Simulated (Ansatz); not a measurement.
# Co3W: do energies and stresses tell the same story?

Method: DFT PBEsol, scalar-relativistic, plane waves, PAW in Ansatz.

Settings: cutoff 420 eV, Γ-centred mesh 12×12×12 on the computed 4-atom cell, Gaussian smearing of 0.10 eV; collinear spin from starting moments -0.25 -0.25 -0.25 0 μB.

Relaxed cell: Pm-3m, a = 3.551 Å, b = 3.551 Å, c = 3.551 Å, α = 90.00°, β = 90.00°, γ = 90.00°, 4 atoms in the primitive cell. Whether it is the stable form of this composition wasn't checked.

Energies at zero smearing and pressures from the stress tensor, at volumes with shape and atoms relaxed:
```
V (Å³/atom) E − E(first) (meV/atom) P (GPa)
      9.847                     0.00    52.11
     10.183                   -91.33    35.60
     10.519                  -151.14    21.69
     10.854                  -184.11     9.93
     11.190                  -194.37    -0.01
     11.526                  -185.44    -8.42
     11.861                  -160.29   -15.53
     12.309                  -105.78   -23.33
```

Problem. Check P = −dE/dV between neighbouring volumes, and get the bulk modulus from the pressures alone.

Solution. With 1 eV/Å³ = 160.2 GPa:
```json
{"middle V (Å³/atom)": "10.015", "−ΔE/ΔV (GPa)": "43.587", "mean P (GPa)": "43.858"}
{"middle V (Å³/atom)": "10.351", "−ΔE/ΔV (GPa)": "28.549", "mean P (GPa)": "28.648"}
{"middle V (Å³/atom)": "10.686", "−ΔE/ΔV (GPa)": "15.734", "mean P (GPa)": "15.813"}
{"middle V (Å³/atom)": "11.022", "−ΔE/ΔV (GPa)": "4.898", "mean P (GPa)": "4.960"}
{"middle V (Å³/atom)": "11.358", "−ΔE/ΔV (GPa)": "-4.264", "mean P (GPa)": "-4.216"}
{"middle V (Å³/atom)": "11.694", "−ΔE/ΔV (GPa)": "-12.002", "mean P (GPa)": "-11.974"}
{"middle V (Å³/atom)": "12.085", "−ΔE/ΔV (GPa)": "-19.511", "mean P (GPa)": "-19.427"}
```

The two differ by 0.27 GPa at most. The mean of two end pressures misses the average over a step by about ΔV² P″/12, up to 0.23 GPa here; with that taken off 0.10 GPa remains. The stress is the derivative of the free energy, not of the energy at zero smearing, and with free energies 0.01 GPa remains. The largest site moment goes from 0.00 to 0.35 μB along the series, which bends P(V). Around V = 11.190 Å³/atom, the two neighbours give B = −V ΔP/ΔV = 11.190 × 18.35 / 0.671 = 305.9 GPa, against B0 = 304.0 GPa from the Birch–Murnaghan fit of the energies.

Spin-orbit coupling is left out, which matters for the bands of heavy elements.

Only this magnetic start was tried.